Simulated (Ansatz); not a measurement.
ZnO2:
```
CELL_PARAMETERS angstrom
      4.87263     0.00000     0.00000
      0.00000     4.87263     0.00000
      0.00000     0.00000     4.87263
ATOMIC_POSITIONS crystal
  Zn 0.00000 0.50000 0.50000
  Zn 0.50000 0.50000 0.00000
  Zn 0.50000 0.00000 0.50000
  Zn 0.00000 0.00000 0.00000
  O  0.41224 0.08776 0.91224
  O  0.58776 0.91224 0.08776
  O  0.08776 0.91224 0.41224
  O  0.91224 0.08776 0.58776
  O  0.91224 0.41224 0.08776
  O  0.08776 0.58776 0.91224
  O  0.58776 0.58776 0.58776
  O  0.41224 0.41224 0.41224
```

Relaxed with r²SCAN. Special points in fractions of this cell's reciprocal vectors: Γ (0.000, 0.000, 0.000); X (0.000, 0.500, 0.000); M (0.500, 0.500, 0.000); R (0.500, 0.500, 0.500); X1 (0.500, 0.000, 0.000).

### Question
List the band energies nearest the valence-band maximum at these points for the program Ansatz at the r²SCAN level (PAW).

### Answer
In eV from the valence-band maximum; about four levels below and three above (degenerate sets whole), none deeper than 8.9 eV; points with the same levels are listed once.

| k | below | above |
|---|---|---|
| Γ | -0.30 -0.30 -0.30 0.00 0.00 | 3.71 3.92 3.92 3.92 |
| X | -1.37 -1.37 -0.21 -0.21 | 3.13 3.13 3.94 3.94 |
| M | -1.32 -1.32 -1.32 -1.32 | 3.61 3.61 3.61 3.61 |
| R | -2.16 -2.16 -2.16 -2.16 | 4.19 4.19 4.19 4.19 |

Space group Pa-3. The workflow started from a Materials Project entry (that database holds measured and hypothetical structures alike); the Crystallography Open Database copy checked does not list it. Its standing as an ambient phase is unchecked. Symmetry was held in the r²SCAN relaxation; whether a distortion lowers the energy is not shown.

Potentials: the later of the program's two PAW sets.
